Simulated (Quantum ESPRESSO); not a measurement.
## Si2PO5N (one run as intended and one with a planted mistake)

A calculation, not a measurement. The program is pw.x of Quantum ESPRESSO 7.5 (plane-wave density functional theory). The cell is made up: 9 atoms on a quartz lattice, with randomly drawn elements, strain and displacements, not relaxed. PseudoDojo standard norm-conserving files (v0.5 for PBE, v0.4.1 for LDA and PBEsol) set the functional; there is no spin polarisation, spin-orbit coupling or dispersion term, and the masses in the input are unused placeholders.

Intended input:

```
&control calculation='scf', pseudo_dir='./dojo.nc.sr.pbe.v0_5.standard.upf', outdir='./o', disk_io='medium', tprnfor=.true., tstress=.true. /
&system ibrav=0, nat=9, ntyp=4, nbnd=30, ecutwfc=84.00895049, nosym=.true., tot_charge=0,
 occupations='smearing', smearing='fd', degauss=0.0018374661
/
&electrons conv_thr=7.350e-09, electron_maxstep=60, /
ATOMIC_SPECIES
N 1.0 N.upf
O 1.0 O.upf
P 1.0 P.upf
Si 1.0 Si.upf
CELL_PARAMETERS angstrom
5.1182 0.0 0.0
-2.5591 4.4325 0.0
0.0 0.0 5.6178
ATOMIC_POSITIONS angstrom
Si 2.4303 -0.0597 3.7282
P -1.1705 1.9693 1.8737
Si 1.3365 2.3715 -0.0286
O 1.4455 1.219 4.5492
N 3.3908 0.6308 2.5858
O 2.8831 2.6378 0.6627
O 0.2132 1.7801 1.1858
O -1.1753 3.2583 3.1451
O 0.8946 3.7713 5.0411
K_POINTS automatic
5 5 4 1 1 1
```

The log is shortened where brackets say so; the opening notice, blank lines, dates and the lines on written files are dropped, and the path of the files is cut. It prints rydbergs, bohrs and kilobars, and counts compression as positive stress. Where no state is partly filled, the Fermi energy that it prints is only some level between the filled and the empty states on the mesh, and need not lie in the true gap.

Log of the intended run:

```
     Program PWSCF v.7.5
     Parallel version (MPI & OpenMP), running on       1 processor cores
     Number of MPI processes:                 1
     Threads/MPI process:                     1
     [start-up lines left out]
     bravais-lattice index     =            0
     lattice parameter (alat)  =       9.6720  a.u.
     unit-cell volume          =     860.0602 (a.u.)^3
     number of atoms/cell      =            9
     number of atomic types    =            4
     number of electrons       =        48.00
     number of Kohn-Sham states=           30
     kinetic-energy cutoff     =      84.0090  Ry
     charge density cutoff     =     336.0358  Ry
     scf convergence threshold =      7.3E-09
     mixing beta               =       0.7000
     number of iterations used =            8  plain     mixing
     Exchange-correlation= PBE
                           (   1   4   3   4   0   0   0)
     [axes and pseudopotential details left out]
   Cartesian axes
     site n.     atom                  positions (alat units)
         1        Si     tau(   1) = (   0.4748349  -0.0116643   0.7284201  )
         2        P      tau(   2) = (  -0.2286937   0.3847642   0.3660857  )
         3        Si     tau(   3) = (   0.2611270   0.4633465  -0.0055879  )
         4        O      tau(   4) = (   0.2824235   0.2381697   0.8888281  )
         5        N      tau(   5) = (   0.6624985   0.1232465   0.5052167  )
         6        O      tau(   6) = (   0.5633035   0.5153765   0.1294791  )
         7        O      tau(   7) = (   0.0416553   0.3477981   0.2316830  )
         8        O      tau(   8) = (  -0.2296315   0.6366105   0.6144934  )
         9        O      tau(   9) = (   0.1747880   0.7368411   0.9849361  )
     number of k points=    50  Fermi-Dirac smearing, width (Ry)=  0.0018
                       cart. coord. in units 2pi/alat
        k(    1) = (   0.1000000   0.1732047   0.1138835), wk =   0.0400000
        k(    2) = (   0.1000000   0.1732047   0.3416506), wk =   0.0400000
     [further k points left out]
     Dense  grid:    89281 G-vectors     FFT dimensions: (  60,  60,  64)
     Estimated max dynamical RAM per process >     114.49 MB
     Initial potential from superposition of free atoms
     starting charge      47.9986, renormalised to      48.0000
     Starting wfcs are   36 randomized atomic wfcs
     total cpu time spent up to now is       19.4 secs
     per-process dynamical memory:    87.1 Mb
     Self-consistent Calculation
     iteration #  1     ecut=    84.01 Ry     beta= 0.70
     Davidson diagonalization with overlap
     ethr =  1.00E-02,  avg # of iterations =  3.0
     total cpu time spent up to now is       67.3 secs
     total energy              =    -216.32400454 Ry
     estimated scf accuracy    <       2.47118322 Ry
     iteration #  2     ecut=    84.01 Ry     beta= 0.70
     Davidson diagonalization with overlap
     ethr =  5.15E-03,  avg # of iterations =  2.6
     total cpu time spent up to now is      113.0 secs
     total energy              =    -217.01769630 Ry
     estimated scf accuracy    <       2.06235063 Ry
     [iterations 3 to 10 left out]
     iteration # 11     ecut=    84.01 Ry     beta= 0.70
     Davidson diagonalization with overlap
     ethr =  1.58E-10,  avg # of iterations =  3.4
     total cpu time spent up to now is      473.8 secs
     total energy              =    -217.39871680 Ry
     estimated scf accuracy    <       0.00000003 Ry
     iteration # 12     ecut=    84.01 Ry     beta= 0.70
     Davidson diagonalization with overlap
     ethr =  5.54E-11,  avg # of iterations =  2.0
     total cpu time spent up to now is      508.9 secs
     End of self-consistent calculation
     [lines on levels left out]
     the Fermi energy is     4.0654 ev
!    total energy              =    -217.39871680 Ry
     estimated scf accuracy    <          2.4E-09 Ry
     smearing contrib. (-TS)   =       0.00000000 Ry
     internal energy E=F+TS    =    -217.39871680 Ry
     The total energy is F=E-TS. E is the sum of the following terms:
     one-electron contribution =    -102.56005836 Ry
     hartree contribution      =      75.15611981 Ry
     xc contribution           =     -58.64740618 Ry
     ewald contribution        =    -131.34737207 Ry
     convergence has been achieved in  12 iterations
     Forces acting on atoms (cartesian axes, Ry/au):
     atom    1 type  4   force =     0.00743744    0.07544925    0.09234005
     atom    2 type  3   force =    -0.13949756   -0.01076389    0.06175537
     atom    3 type  4   force =     0.05174137   -0.02286324    0.09767187
     atom    4 type  2   force =     0.04545217   -0.13186209   -0.08696091
     atom    5 type  1   force =     0.05916373    0.10532256   -0.08049389
     atom    6 type  2   force =     0.04879589   -0.04259640    0.08497620
     atom    7 type  2   force =     0.00324356    0.03714083   -0.00386514
     atom    8 type  2   force =     0.01087479   -0.07803713   -0.08271233
     atom    9 type  2   force =    -0.08721139    0.06821011   -0.08271123
     Total force =     0.378764     Total SCF correction =     0.000055
     Computing stress (Cartesian axis) and pressure
          total   stress  (Ry/bohr**3)                   (kbar)     P=     -131.15
  -0.00097096   0.00010301  -0.00016796         -142.83       15.15      -24.71
   0.00010301  -0.00073389   0.00001171           15.15     -107.96        1.72
  -0.00016796   0.00001171  -0.00096977          -24.71        1.72     -142.66
     init_run     :     18.58s CPU     19.22s WALL (       1 calls)
     electrons    :    464.86s CPU    489.52s WALL (       1 calls)
     forces       :     10.34s CPU     10.57s WALL (       1 calls)
     stress       :     34.59s CPU     34.82s WALL (       1 calls)
     [timing details left out]
     PWSCF        :   8m48.72s CPU   9m14.80s WALL
     JOB DONE.
```

A second run has one planted mistake: the self-consistency threshold is too loose. The input lines that differ, file-writing options aside:

```
- &electrons conv_thr=7.350e-09, electron_maxstep=60, /
+ &electrons conv_thr=2.940e-03, electron_maxstep=60, /
```

Its log:

```
     Program PWSCF v.7.5
     Parallel version (MPI & OpenMP), running on       1 processor cores
     Number of MPI processes:                 1
     Threads/MPI process:                     1
     [start-up lines left out]
     bravais-lattice index     =            0
     lattice parameter (alat)  =       9.6720  a.u.
     unit-cell volume          =     860.0602 (a.u.)^3
     number of atoms/cell      =            9
     number of atomic types    =            4
     number of electrons       =        48.00
     number of Kohn-Sham states=           30
     kinetic-energy cutoff     =      84.0090  Ry
     charge density cutoff     =     336.0358  Ry
     scf convergence threshold =      2.9E-03
     mixing beta               =       0.7000
     number of iterations used =            8  plain     mixing
     Exchange-correlation= PBE
                           (   1   4   3   4   0   0   0)
     [axes and pseudopotential details left out]
   Cartesian axes
     site n.     atom                  positions (alat units)
         1        Si     tau(   1) = (   0.4748349  -0.0116643   0.7284201  )
         2        P      tau(   2) = (  -0.2286937   0.3847642   0.3660857  )
         3        Si     tau(   3) = (   0.2611270   0.4633465  -0.0055879  )
         4        O      tau(   4) = (   0.2824235   0.2381697   0.8888281  )
         5        N      tau(   5) = (   0.6624985   0.1232465   0.5052167  )
         6        O      tau(   6) = (   0.5633035   0.5153765   0.1294791  )
         7        O      tau(   7) = (   0.0416553   0.3477981   0.2316830  )
         8        O      tau(   8) = (  -0.2296315   0.6366105   0.6144934  )
         9        O      tau(   9) = (   0.1747880   0.7368411   0.9849361  )
     number of k points=    50  Fermi-Dirac smearing, width (Ry)=  0.0018
                       cart. coord. in units 2pi/alat
        k(    1) = (   0.1000000   0.1732047   0.1138835), wk =   0.0400000
        k(    2) = (   0.1000000   0.1732047   0.3416506), wk =   0.0400000
     [further k points left out]
     Dense  grid:    89281 G-vectors     FFT dimensions: (  60,  60,  64)
     Estimated max dynamical RAM per process >     114.49 MB
     Initial potential from superposition of free atoms
     starting charge      47.9986, renormalised to      48.0000
     Starting wfcs are   36 randomized atomic wfcs
     total cpu time spent up to now is       14.7 secs
     per-process dynamical memory:    87.1 Mb
     Self-consistent Calculation
     iteration #  1     ecut=    84.01 Ry     beta= 0.70
     Davidson diagonalization with overlap
     ethr =  1.00E-02,  avg # of iterations =  3.0
     total cpu time spent up to now is       53.4 secs
     total energy              =    -216.32400454 Ry
     estimated scf accuracy    <       2.47118322 Ry
     iteration #  2     ecut=    84.01 Ry     beta= 0.70
     Davidson diagonalization with overlap
     ethr =  5.15E-03,  avg # of iterations =  2.6
     total cpu time spent up to now is       90.2 secs
     total energy              =    -217.01769630 Ry
     estimated scf accuracy    <       2.06235063 Ry
     iteration #  3     ecut=    84.01 Ry     beta= 0.70
     Davidson diagonalization with overlap
     ethr =  4.30E-03,  avg # of iterations =  2.0
     total cpu time spent up to now is      122.2 secs
     total energy              =    -217.37374863 Ry
     estimated scf accuracy    <       0.05391684 Ry
     iteration #  4     ecut=    84.01 Ry     beta= 0.70
     Davidson diagonalization with overlap
     ethr =  1.12E-04,  avg # of iterations =  7.6
     total cpu time spent up to now is      168.7 secs
     total energy              =    -217.39816903 Ry
     estimated scf accuracy    <       0.00626834 Ry
     iteration #  5     ecut=    84.01 Ry     beta= 0.70
     Davidson diagonalization with overlap
     c_bands:  1 eigenvalues not converged
     ethr =  1.31E-05,  avg # of iterations =  9.1
     total cpu time spent up to now is      200.2 secs
     End of self-consistent calculation
     [lines on levels left out]
     the Fermi energy is     4.0493 ev
!    total energy              =    -217.39768007 Ry
     estimated scf accuracy    <       0.00223242 Ry
     smearing contrib. (-TS)   =       0.00000000 Ry
     internal energy E=F+TS    =    -217.39768007 Ry
     The total energy is F=E-TS. E is the sum of the following terms:
     one-electron contribution =    -102.79222691 Ry
     hartree contribution      =      75.46740790 Ry
     xc contribution           =     -58.72548900 Ry
     ewald contribution        =    -131.34737207 Ry
     convergence has been achieved in   5 iterations
     Forces acting on atoms (cartesian axes, Ry/au):
     atom    1 type  4   force =     0.00844804    0.07660736    0.09303558
     atom    2 type  3   force =    -0.14124890   -0.01318848    0.06167961
     atom    3 type  4   force =     0.05145184   -0.02243229    0.09461555
     atom    4 type  2   force =     0.04592859   -0.13138235   -0.08562990
     atom    5 type  1   force =     0.06016477    0.11135626   -0.08267605
     atom    6 type  2   force =     0.05269692   -0.04372147    0.08921043
     atom    7 type  2   force =    -0.00113476    0.03806507   -0.00132657
     atom    8 type  2   force =     0.01178509   -0.08143293   -0.08614242
     atom    9 type  2   force =    -0.08809160    0.06612883   -0.08276623
     Total force =     0.384005     Total SCF correction =     0.075835
     SCF correction compared to forces is large: reduce conv_thr to get better values
     Computing stress (Cartesian axis) and pressure
          total   stress  (Ry/bohr**3)                   (kbar)     P=     -102.49
  -0.00075620   0.00009959  -0.00015340         -111.24       14.65      -22.57
   0.00009959  -0.00056061   0.00001592           14.65      -82.47        2.34
  -0.00015340   0.00001592  -0.00077333          -22.57        2.34     -113.76
     init_run     :     11.61s CPU     14.65s WALL (       1 calls)
     electrons    :    172.28s CPU    185.44s WALL (       1 calls)
     forces       :      3.98s CPU      4.05s WALL (       1 calls)
     stress       :     15.68s CPU     15.78s WALL (       1 calls)
     [timing details left out]
     PWSCF        :   3m23.86s CPU   3m41.30s WALL
     JOB DONE.
```

|  | intended run | run with the mistake |
| --- | --- | --- |
| free energy (eV) | -2957.860 | -2957.846 |
| smearing term -TS (eV) | 0.0000 | 0.0000 |
| pressure (GPa) | -13.11 | -10.25 |
| largest force component (eV/Å) | 3.587 | 3.632 |
| largest change of a force component (eV/Å) |  | 0.155 |
| iterations | 12 | 5 |

For scale, a rerun of the intended cell at 1437 eV and a 7 x 7 x 6 mesh moved values by no more than 0.003 eV in energy, 0.03 GPa in stress and 0.002 eV/Å in force.